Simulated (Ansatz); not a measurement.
Input and command of a plane-wave DFT calculation in Ansatz:

```yaml
crystal:
  lattice:
    - [1.8580439804, 1.0476788661, 3.48577]
    - [-1.9014549346, 1.1228688444, 3.48577]
    - [0.0434109542, -2.1705477106, 3.48577]
  atoms:
    - { symbol: As, position: [0.22754, 0.22754, 0.22754] }
    - { symbol: As, position: [0.77246, 0.77246, 0.77246] }
basis:
  ecutwfc: 420
kpoints:
  mp_grid: { grid: [18, 18, 18] }
hamiltonian:
  xc: pbesol
scf:
  occupations: { method: gaussian, width: 0.15 }
output:
  forces: true
  stress: true
  eigenvalues: true
```

```bash
ansatz run input.yaml --threads 1 --pin off --max-ram 2560MiB --backend cpu --events-out ev --progress --plain --runs-dir out
```

Processor: Arm Neoverse V2, 1 thread, on a host shared with other jobs.

How long does it run, and how much memory does it take?

About 110 s on 1 thread of Arm Neoverse V2, with other jobs on the host, peak memory 1.9 GiB. It solves 19 bands at 2920 k points (the mesh reduced by symmetry) with about 837 plane waves, in 7 SCF iterations.
